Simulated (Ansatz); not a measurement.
## Time and memory for K₃LaTe₂O₉

```yaml
crystal:
  lattice:
    - [6.0589, 0.0, 0.0]
    - [-3.02945, 5.247161319, 0.0]
    - [0.0, 0.0, 15.024]
  atoms:
    - { symbol: K, position: [0.0, 0.0, 0.75] }
    - { symbol: K, position: [0.0, 0.0, 0.25] }
    - { symbol: K, position: [0.3333333333, 0.6666666667, 0.61656] }
    - { symbol: K, position: [0.6666666667, 0.3333333333, 0.11656] }
    - { symbol: K, position: [0.3333333333, 0.6666666667, 0.88344] }
    - { symbol: K, position: [0.6666666667, 0.3333333333, 0.38344] }
    - { symbol: La, position: [0.0, 0.0, 0.5] }
    - { symbol: La, position: [0.0, 0.0, 0.0] }
    - { symbol: Te, position: [0.6666666667, 0.3333333333, 0.65593] }
    - { symbol: Te, position: [0.3333333333, 0.6666666667, 0.15593] }
    - { symbol: Te, position: [0.6666666667, 0.3333333333, 0.84407] }
    - { symbol: Te, position: [0.3333333333, 0.6666666667, 0.34407] }
    - { symbol: O, position: [0.9408, 0.4704, 0.75] }
    - { symbol: O, position: [0.4704, 0.9408, 0.25] }
    - { symbol: O, position: [0.5296, 0.4704, 0.75] }
    - { symbol: O, position: [0.0592, 0.5296, 0.25] }
    - { symbol: O, position: [0.5296, 0.0592, 0.75] }
    - { symbol: O, position: [0.4704, 0.5296, 0.25] }
    - { symbol: O, position: [0.3588, 0.1794, 0.5945] }
    - { symbol: O, position: [0.1794, 0.3588, 0.0945] }
    - { symbol: O, position: [0.8206, 0.1794, 0.5945] }
    - { symbol: O, position: [0.6412, 0.8206, 0.0945] }
    - { symbol: O, position: [0.8206, 0.6412, 0.5945] }
    - { symbol: O, position: [0.1794, 0.8206, 0.0945] }
    - { symbol: O, position: [0.8206, 0.6412, 0.9055] }
    - { symbol: O, position: [0.6412, 0.8206, 0.4055] }
    - { symbol: O, position: [0.8206, 0.1794, 0.9055] }
    - { symbol: O, position: [0.1794, 0.3588, 0.4055] }
    - { symbol: O, position: [0.3588, 0.1794, 0.9055] }
    - { symbol: O, position: [0.1794, 0.8206, 0.4055] }
kpoints:
  mp_grid: { grid: [4, 4, 2] }
scf:
  occupations: { method: fermi_dirac, width: 0.02 }
hamiltonian:
  xc: pbe
  pseudopotentials: { kind: paw }
output:
  forces: true
  stress: true
  populations: true
  efg:
    quadrupole_moments_barn: { K: 0.0603, La: 0.206, O: -0.02558 }
    contact_densities: true
relax:
  f_tol: 0.02
  max_steps: 60
```

```sh
ansatz run input.yaml --threads 1 --pin off --max-ram 3072MiB --backend cpu --events-out ev --progress --plain --runs-dir out
```

It runs on 1 thread of Arm Neoverse N1 (aarch64; 8 cores open to the job, memory cap 3.0 GiB, no GPU), a shared host with a load of 0.2 a core.

Problem. How much time and memory should be set aside?

Solution. About 4.4 min of wall time (4.4 min of CPU time) and 1.2 GiB. The run holds 248 valence electrons in 154 bands, about 9345 plane waves a k-point and 8 irreducible k-points, and took 25 SCF iterations, over 4 ionic steps. Times on a shared host vary by tens of per cent.
